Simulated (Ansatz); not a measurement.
All-electron LAPW in Ansatz 0.2.0 under PBE, scalar-relativistic, energies extrapolated to zero smearing. Slabs are 1×1 cells cut from bulk crystals relaxed on PAW files, with atoms then relaxed, 16 to 20 Å of vacuum, a dipole correction, k spacings of 0.16 to 0.26 Å⁻¹ and smearing of 0.02 to 0.1 eV, without spin–orbit coupling; Cr, Mn, Fe, Co, Ni, Eu and Gd start ferromagnetic, the others run without spin. The bulk type named needn't be the stable one, and no reconstruction is allowed. Antiferromagnetic order, which Cr and Mn prefer, wasn't tried.

(1) Order these slabs by work function, lowest first.
A. fcc Ag (100), 6 layers
B. bcc Cr (110), 5 layers
C. fcc Pd (100), 6 layers
D. fcc Ni (110), 5 layers

Results:

(1) A (4.26 eV), D (4.54 eV), B (4.77 eV), C (5.09 eV).
